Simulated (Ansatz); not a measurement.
Relaxed TiTe₂ (CdI2 type):

```yaml
crystal:
  lattice:
    - [3.69732, 0.00000, 0.00000]
    - [-1.84866, 3.20197, 0.00000]
    - [0.00000, 0.00000, 6.38398]
  atoms:
    - { symbol: Ti, position: [0.00000, 0.00000, 0.00000] }
    - { symbol: Te, position: [0.33333, 0.66667, 0.27110] }
    - { symbol: Te, position: [0.66667, 0.33333, 0.72890] }
```

These are PBE-D3(BJ) (plane waves to 420 eV, PAW, scalar-relativistic; Ansatz, an electronic-structure program) values and carry that method's errors. k mesh 12×12×6 (Γ-centred), Fermi-Dirac smearing 0.05 eV. With partly filled bands, energies and forces of such displacements shift with the k mesh and the smearing. Spin-orbit coupling is left out, though Te is heavy. TiTe2 is run without spin polarisation. TiTe2 was relaxed with its symmetry unable to fall.

One atom of the cell was then moved (with its periodic images), all else fixed, and the forces (eV/Å) came out as:

```tsv
atom	Fx	Fy	Fz
Ti1	1.772	0.000	0.000
Te2	-0.886	-0.314	0.470
Te3	-0.886	0.314	-0.470
```

**Question.** Which atom was moved, and by which vector (Å)?

**Answer.** Ti1, by (-0.33, 0.00, 0.00), 0.33 Å in all.

(For displaced atoms, the force is minus the slope of the energy, and its curvature is a force constant, which sets phonon frequencies.)
